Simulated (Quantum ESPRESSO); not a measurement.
pw.x input (Quantum ESPRESSO 7.5; LDA, PseudoDojo standard norm-conserving files, scalar-relativistic):

```
&CONTROL
  calculation = 'scf'
  pseudo_dir = './pseudo'
  outdir = './out'
  tprnfor = .true.
  tstress = .true.
/
&SYSTEM
  ibrav = 0
  nat = 12
  ntyp = 3
  ecutwfc = 84.0
  ecutrho = 336.0
  occupations = 'smearing'
  smearing = 'fd'
  degauss = 0.002
  nbnd = 20
/
&ELECTRONS
  conv_thr = 1.2e-09
/
ATOMIC_SPECIES
H 1.0080 H.upf
N 14.0070 N.upf
I 126.9045 I.upf
CELL_PARAMETERS angstrom
  6.149450000000   0.000000000000   0.000000000000
  0.000000000000   6.149450000000   0.000000000000
  0.000000000000   0.000000000000   4.413680000000
ATOMIC_POSITIONS crystal
H   0.362440000000   0.500000000000   0.134690000000
H   0.000000000000   0.862440000000   0.134690000000
H   0.637560000000   0.500000000000   0.134690000000
H   0.000000000000   0.137560000000   0.134690000000
H   0.862440000000   0.000000000000   0.865310000000
H   0.500000000000   0.637560000000   0.865310000000
H   0.137560000000   0.000000000000   0.865310000000
H   0.500000000000   0.362440000000   0.865310000000
N   0.500000000000   0.500000000000   0.000000000000
N   0.000000000000   0.000000000000   0.000000000000
I   0.000000000000   0.500000000000   0.451470000000
I   0.500000000000   0.000000000000   0.548530000000
K_POINTS automatic
4 4 6 0 0 0
```

End of the output:

```
     total energy              =    -103.11895696 Ry
     estimated scf accuracy    <          2.9E-09 Ry
     total energy              =    -103.11895706 Ry
     estimated scf accuracy    <       0.00000002 Ry
     total energy              =    -103.11895706 Ry
     estimated scf accuracy    <          1.3E-09 Ry
[...]
     the Fermi energy is     1.6451 ev
!    total energy              =    -103.11895706 Ry
     estimated scf accuracy    <          1.5E-10 Ry
     smearing contrib. (-TS)   =      -0.00000000 Ry
     internal energy E=F+TS    =    -103.11895706 Ry
     The total energy is F=E-TS. E is the sum of the following terms:
     one-electron contribution =     -35.78689909 Ry
     hartree contribution      =      27.42785294 Ry
     xc contribution           =     -33.47393779 Ry
     ewald contribution        =     -61.28597312 Ry
     convergence has been achieved in  11 iterations
     Forces acting on atoms (cartesian axes, Ry/au):
     atom    1 type  1   force =    -0.01717425    0.00000000    0.01193565
     atom    2 type  1   force =     0.00000000   -0.01717425    0.01193565
     atom    3 type  1   force =     0.01717425    0.00000000    0.01193565
     atom    4 type  1   force =     0.00000000    0.01717425    0.01193565
     atom    5 type  1   force =    -0.01717425    0.00000000   -0.01193565
     atom    6 type  1   force =     0.00000000    0.01717425   -0.01193565
     atom    7 type  1   force =     0.01717425    0.00000000   -0.01193565
     atom    8 type  1   force =     0.00000000   -0.01717425   -0.01193565
     atom    9 type  2   force =     0.00000000    0.00000000    0.00000000
     atom   10 type  2   force =     0.00000000    0.00000000    0.00000000
     atom   11 type  3   force =     0.00000000    0.00000000   -0.00625817
     atom   12 type  3   force =     0.00000000    0.00000000    0.00625817
     Total force =     0.059813     Total SCF correction =     0.000006
     Computing stress (Cartesian axis) and pressure
          total   stress  (Ry/bohr**3)                   (kbar)     P=       -3.89
  -0.00003101   0.00000000   0.00000000           -4.56        0.00        0.00
   0.00000000  -0.00003101   0.00000000            0.00       -4.56        0.00
   0.00000000   0.00000000  -0.00001740            0.00        0.00       -2.56
```
In a gapped system the printed Fermi energy is only some level inside the gap.

Spin-orbit coupling is not included.

Geometry of the Materials Project entry, not relaxed at this level.
